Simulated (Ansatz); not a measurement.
Co: energy along a strain

Co, P6_3/mmc, a = 2.456 Å, c = 3.969 Å. Ansatz: PBEsol, PAW, 420 eV, Γ-centred 30×30×16 mesh on 2 atoms, Gaussian smearing 0.15 eV; collinear spin, largest moment 1.6 μB. Cell vectors (Å): 2.456 0.000 0.000; -1.228 2.127 0.000; 0.000 0.000 3.969. The cell is strained by x per cent times the pattern (1 1 0 0 0 0) in the order xx yy zz yz xz xy (engineering shears), with fractional coordinates held. y is the free energy over the start, V0 = 10.371 Å³/atom.

```
x (%) y (meV/atom)
-2.00         16.98
-1.00             ?
 0.00          0.00
 0.50          0.98
 1.50          8.47
 2.00         14.77
```

Task: Fit y = c2 x² + c3 x³ to the other rows, get the stiffness along the pattern, and predict the missing energy.

Result: Least squares on the rows shown. y = 3.9691 x² − 0.13799 x³. The clamped-ion stiffness p·C·p = 2 × 39.69 eV × 160.2 / 10.371 Å³ = 1226 GPa. At x = -1.00 the fit asked for gives 4.11 meV/atom. The run gave 4.10 meV/atom, so the fit is 0.01 meV/atom too high, a small miss on the scale of the series.

Cost: 6 runs of about 6.6 core-minutes in all, on Intel Xeon Platinum 8259CL (Skylake/Cascade Lake) (shared hosts).